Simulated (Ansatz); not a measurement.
Ni3Sn4:
```cif
data_Ni3Sn4
_chemical_formula_sum 'Ni3 Sn4'
_space_group_name_H-M_alt 'P 1'
_space_group_IT_number 1
_cell_length_a 6.41856
_cell_length_b 6.41856
_cell_length_c 5.20270
_cell_angle_alpha 75.672
_cell_angle_beta 104.328
_cell_angle_gamma 143.137
loop_
_space_group_symop_operation_xyz
  'x, y, z'
loop_
_atom_site_label
_atom_site_type_symbol
_atom_site_fract_x
_atom_site_fract_y
_atom_site_fract_z
_atom_site_occupancy
Ni1 Ni 0.00000 0.00000 0.00000 1
Ni2 Ni 0.78450 0.21550 0.66390 1
Ni3 Ni 0.21550 0.78450 0.33610 1
Sn1 Sn 0.57263 0.42737 0.31402 1
Sn2 Sn 0.42737 0.57263 0.68598 1
Sn3 Sn 0.82782 0.17218 0.18751 1
Sn4 Sn 0.17218 0.82782 0.81249 1
```

Relaxed with r²SCAN.

**Question.** Tabulate the valence density and the electron localisation function along the shortest Ni–Ni contact (2.64 Å), plane-wave PAW r²SCAN (Ansatz code).

**Answer.** 

| distance from Ni (Å) | density (e/Å³) | ELF |
|---|---|---|
| 0.26 | 32.25 | 0.57 |
| 0.40 | 15.71 | 0.45 |
| 0.53 | 6.54 | 0.35 |
| 0.66 | 2.60 | 0.27 |
| 0.79 | 1.06 | 0.21 |
| 0.93 | 0.52 | 0.17 |
| 1.06 | 0.35 | 0.18 |
| 1.19 | 0.28 | 0.23 |
| 1.32 | 0.27 | 0.27 |
| 1.45 | 0.28 | 0.23 |
| 1.59 | 0.35 | 0.18 |
| 1.72 | 0.52 | 0.17 |
| 1.85 | 1.06 | 0.21 |
| 1.98 | 2.60 | 0.27 |
| 2.11 | 6.54 | 0.35 |
| 2.25 | 15.71 | 0.45 |
| 2.38 | 32.25 | 0.57 |

The density is the valence pseudo-density with augmentation charge, so density and ELF within about 1 Å of a nucleus are not all-electron values.

Space group C2/m. The workflow started from a Materials Project entry (that database holds measured and hypothetical structures alike); the Crystallography Open Database files this formula in space group No. 12, but the cells were not matched. Whether it is the stable phase at ambient conditions was not checked. The cell was relaxed with r²SCAN under the symmetry of its start; its stability against distortions is not shown here. No spin polarisation was allowed. Scalar-relativistic: spin–orbit coupling is off unless named, which matters more the heavier the elements.

Potentials: the later of the program's two PAW sets.
